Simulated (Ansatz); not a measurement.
**Trial structures of Er3Se: starts and ends**

The calculation used Ansatz, DFT PBE, scalar-relativistic, plane waves, PAW, and for the lanthanide a 4f-in-core norm-conserving potential. All cells share a 770 eV cutoff and Γ-centred k meshes spaced at most about 0.3 Å⁻¹ (about 0.25 or finer for metals, 2π included). No spin polarisation in the final relaxations.

Each guess was relaxed in cell and atoms at zero pressure, within the symmetry of its start. Temperature and zero-point effects are left out. Coordination counts Er atoms around Se (those within 1.25 times the shortest such distance or 1.15 times the sum of covalent radii, 1.27 where that leaves under three; a plus sign parts nearer from farther groups).

```tsv
guess	made from	start group	V start (Å³/atom)	end group	V end (Å³/atom)	coordination at the end	gap on mesh (eV)	E over the lowest end (meV/atom)
1	random cell	P6/mmm	28.9	?	?	?	?	?
2	Dy3Mg type	P4/mmm	31.9	P4/mmm	26.5	Se 8	0	0
3	RbTl3 type	Fm-3m	25.4	Fm-3m (BiF3 (D0_3))	26.2	Se 8+6	0	561
4	random cell	P6/mmm	26.9	P6/mmm	27.1	Se 12	0	736
5	Zr3Sn type	Pm-3n	28.8	Pm-3n	26.4	Se 12	0	305
6	HoGa3 type	Pm-3m	24.0	Pm-3m	25.1	Se 12	0	342
```

Guess 1 as it starts:

```cif
data_structure
_symmetry_space_group_name_H-M 'P 1'
_symmetry_Int_Tables_number 1
_cell_length_a 4.7044
_cell_length_b 4.7044
_cell_length_c 6.0349
_cell_angle_alpha 90.000
_cell_angle_beta 90.000
_cell_angle_gamma 120.000
_cell_volume 115.67
loop_
_atom_site_label
_atom_site_type_symbol
_atom_site_fract_x
_atom_site_fract_y
_atom_site_fract_z
_atom_site_occupancy
Er1 Er 0.33333 0.66667 0.50000 1
Er2 Er 0.66667 0.33333 0.50000 1
Er3 Er 0.00000 0.00000 0.50000 1
Se1 Se 0.00000 0.00000 0.00000 1
```

**Question.** Fill in the missing row: what does this guess relax into, and where does it rank?

**Answer.** It ends in space group P6/mmm (No. 191), with a = 5.842 Å, c = 5.343 Å, 39.5 Å³/atom and no gap. It lies 0.91 eV/atom over the lowest end, above guess 4 and so the highest of the set. Counting Er atoms around Se, this end has Se 2 and the lowest (guess 2) has Se 8.

```
Er Se
1.0
     5.84184    0.00000    0.00000
    -2.92092    5.05918    0.00000
     0.00000    0.00000    5.34294
Er Se
3 1
Direct
  0.33333 0.66667 0.50000
  0.66667 0.33333 0.50000
  0.00000 0.00000 0.50000
  0.00000 0.00000 0.00000
```

Formation energies are uncorrected and refer to the elements' standard structures at the same level.

**Question.** Is the lowest end bound against the elements?

**Answer.** Yes: its formation energy is −0.68 eV/atom. A negative formation energy is needed for stability but isn't enough: competing phases decide.

In P4/mmm, Pm-3m, Fm-3m, P6/mmm at 27.1 Å³/atom, P6/mmm at 39.5 Å³/atom an odd number of valence electrons (the lanthanide is held trivalent, its 4f shell in the core) allows no gap without spin; another valence of the lanthanide, a larger cell or a magnetic state could open one. A magnetic state wasn't ruled out in cells without spin, among them P4/mmm, Pm-3m, Fm-3m, P6/mmm at 27.1 Å³/atom, P6/mmm at 39.5 Å³/atom. The reference form of Se is held partly by dispersion forces, which this level lacks. Cells relaxed within their symmetry can be saddle points. A lower structure may well exist outside this small set. Some structure types and database cells were kept out of the candidates from the start, so a known form may be missing.

The lanthanide is trivalent by construction, without f bands, f moments or other valences. The reference runs of the other elements, and any phases without the lanthanide, used 420 eV, which shifts energies against them by under 10 meV/atom. The lanthanide's reference is the lowest of its hcp, dhcp and fcc cells.
